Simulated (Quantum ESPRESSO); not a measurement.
# NMR parameters of KF (changed cell)

```yaml
crystal:
  lattice:
    - [0.00000, 2.64114, 2.68096]
    - [2.64114, 0.00000, 2.68096]
    - [2.64114, 2.64114, 0.00000]
  atoms:
    - { symbol: K, position: [0.00000, 0.00000, 0.00000] }
    - { symbol: F, position: [0.50000, 0.50000, 0.50000] }
```
The cell was made here from a computed Materials Project entry: strained by +1 % along the cube axis and by -0.5 % across it, atoms relaxed (PBE without dispersion, pw.x of a modified build of Quantum ESPRESSO, symmetry kept). The parent is KF in Fm-3m. Stability against distortions was not tested.

Shieldings are absolute and leave out the bulk-susceptibility term; a larger σ means a smaller chemical shift. By our sweeps, such settings leave a few ppm in absolute σ.

**Question.** What do the calculations give at each independent site (shieldings by PBE GIPAW on JTH datasets (Quantum ESPRESSO), 22.5 Ha, k-mesh 5×5×5 shifted, f-sum rule met within 0.003 %)?

**Answer.** 
| site | site symmetry | σ_iso (ppm) |
|---|---|---|
| K (atom 1) | 4/mmm | 1166 |
| F (atom 2) | 4/mmm | 252 |
